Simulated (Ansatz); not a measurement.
BW in space group Cmcm (No. 63; B on 4c, W on 4c) at seven volumes, PBEsol (plane waves, PAW; program Ansatz), shape and atoms relaxed at each. One row is withheld.

```
V (Å³/atom)  P (GPa)
-----------  -------
9.338          41.20
9.646          25.27
9.954              ?
10.262         -0.01
10.570         -9.97
10.878        -18.50
11.186        -25.77
```

Problem. Fit the shown pressures and predict the withheld one.

Solution. Third-order Birch–Murnaghan: P = (3/2)B₀(x^(7/2) − x^(5/2))[1 + (3/4)(B′ − 4)(x − 1)] with x = (V₀/V)^(2/3). Least squares on the six rows gives V₀ = 10.262 Å³/atom, B₀ = 358.2 GPa, B′ = 4.20. At V = 9.954, x = 1.0205 and P = 11.64 GPa. The run itself gave 11.64 GPa.

The workflow started from a Materials Project entry (that database holds measured and hypothetical structures alike); the Crystallography Open Database copy checked does not list it. COD files the formula under space group No. 141. Whether it is the stable phase at ambient conditions was not checked. The cell was relaxed with PBEsol under the symmetry of its start; its stability against distortions is not shown here. The run is not spin-polarised. Spin–orbit coupling is left out wherever it is not named.

Potentials: the later of the program's two PAW sets.
